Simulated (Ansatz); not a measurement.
Mo2N in space group P4/mmm (No. 123; Mo on 1a, Mo on 1d, N on 1c), plane-wave PAW PBE (Ansatz code), all energies at zero smearing, with the estimated change up to a 700 eV cutoff added, with one set of potentials and settings (totals compare only within such a set). Cell of 3 atoms (2 Mo, 1 N): -10296.700 eV.

| element | reference phase | E (eV/atom) |
|---|---|---|
| Mo | Im-3m, 1 atoms in the cell | -4956.0212 |
| N | Pa-3, 8 atoms in the cell | -384.0325 |

Formation energy per atom, worked out: (-10296.700 − 2×(-4956.0212) − 1×(-384.0325))/3 = -0.208 eV/atom (-20 kJ per mol of atoms), at 0 K, without zero-point energy or fitted corrections.

A made-up cell: these elements were put on the sites of a structure type; neither database checked (COD, Materials Project) lists it. COD files the formula under space group No. 141, so this cell is another polymorph or a model. Its standing as an ambient phase is unchecked. The PBE relaxation kept the symmetry of its start; its stability against distortions is not shown here. No spin polarisation was allowed. The references are the lowest solids computed at this level, not always the standard phases (solids in place of the gases).

Potentials: the later of the program's two PAW sets.
